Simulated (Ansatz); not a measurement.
# BeAg₂, a known structure type with other elements, at an estimated volume

```xyz
6
Lattice="4.7286 0.0000 0.0000 0.0000 4.7286 0.0000 0.0000 0.0000 4.7286" Properties=species:S:1:pos:R:3 pbc="T T T"
Ag    0.0000    0.0000    0.0000
Ag    0.0000    2.3643    2.3643
Ag    2.3643    2.3643    0.0000
Ag    2.3643    0.0000    2.3643
Be    1.1821    1.1821    1.1821
Be    3.5464    3.5464    3.5464
```

Single point in Ansatz 0.2.0 with PBE, no spin polarisation. Cutoff 420 eV, PAW datasets, 6×6×6 Γ-centred k mesh, cold filling (width 0.0144 eV).

Question: Is it stable against the elements?

Answer: 1.11 eV an atom against the elements' usual phases (free molecules for gases, crystals otherwise, with no correction for O₂ or N₂), so at this geometry it isn't bound against them. Relaxing would lower it.

Question: Give the Bader charges.

Answer: Bader charges in e: Be +1.37, Ag -0.68. In the mean Be gives up most and Ag takes most.

Question: Is the cell too large or too small?

Answer: The pressure is 11.5 GPa (compression positive), so with the atoms held at these fractions the cell would first expand.

Question: Is there a gap?

Answer: It is a metal, with about 1.9 states/eV a cell as the mean within 0.25 eV of the Fermi level, mostly Ag s (52 %) and Be s (17 %).

Origin: a known structure type with other elements, at an estimated volume, so it need not be a known compound.
